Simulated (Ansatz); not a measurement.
Problem. Each is relaxed and computed with the program Ansatz at the PBE level (PAW). Which is the only metal?
A) BAs, P6_222 (B on 3d, As on 3c)
B) SiC, Pnma (Si on 4c, C on 4c)
C) BN, NiAs type
D) SiB2Os2, Cmmm (Si on 2a, Os on 4j, B on 4i)

Solution. D, SiB2Os2, Cmmm (Si on 2a, Os on 4j, B on 4i). SiB2Os2: metal; SiC: gap 2.54 eV (indirect); BAs: gap 0.48 eV (indirect); BN: gap 1.48 eV (indirect). Constructed cells (a structure type filled with these elements, in neither database checked): BAs, P6_222 (B on 3d, As on 3c). Built on a structure type that need not be the filed one of that space group: BN, NiAs type. Typed or built starts, not in the databases checked: SiB2Os2, Cmmm (Si on 2a, Os on 4j, B on 4i); SiC, Pnma (Si on 4c, C on 4c). Not the usual ambient phase: SiC, Pnma (Si on 4c, C on 4c); BAs, P6_222 (B on 3d, As on 3c); BN, NiAs type. Unstable at this level: BN, NiAs type. All cells were relaxed under the symmetry of their starts (and spin orders); stability against distortions was not tested throughout. Rows with no word on spin ran without spin polarisation. Scalar-relativistic: spin–orbit coupling is off unless named, which matters more the heavier the elements.

Potentials: the later of the program's two PAW sets.
